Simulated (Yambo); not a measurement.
Given:

```xyz
2
Lattice="0.0000 2.7896 2.7896 2.7896 0.0000 2.7896 2.7896 2.7896 0.0000" Properties=species:S:1:pos:R:3 pbc="T T T"
Al     0.0000     0.0000     0.0000
P      1.3948     1.3948     1.3948
```

Workflow: PBEsol (Quantum ESPRESSO, PseudoDojo norm-conserving, 44 Ry, no spin-orbit coupling), then G0W0 in Yambo (4×4×4 Γ-centred k mesh, 148 bands and a 14 Ry block in the screening, 148 bands in G with the Bruneval-Gonze terminator, plasmon pole fitted at 27.2 eV).

Q: Give the PBEsol and G0W0 gaps between the band edges found on this mesh, and say where the edges lie.

A: Edges: Γ → X. PBEsol: 1.55 eV; G0W0: 2.52 eV. Convergence of the G0W0 settings was not tested. 

Geometry strained from the cell relaxed with PBEsol, atoms relaxed again.
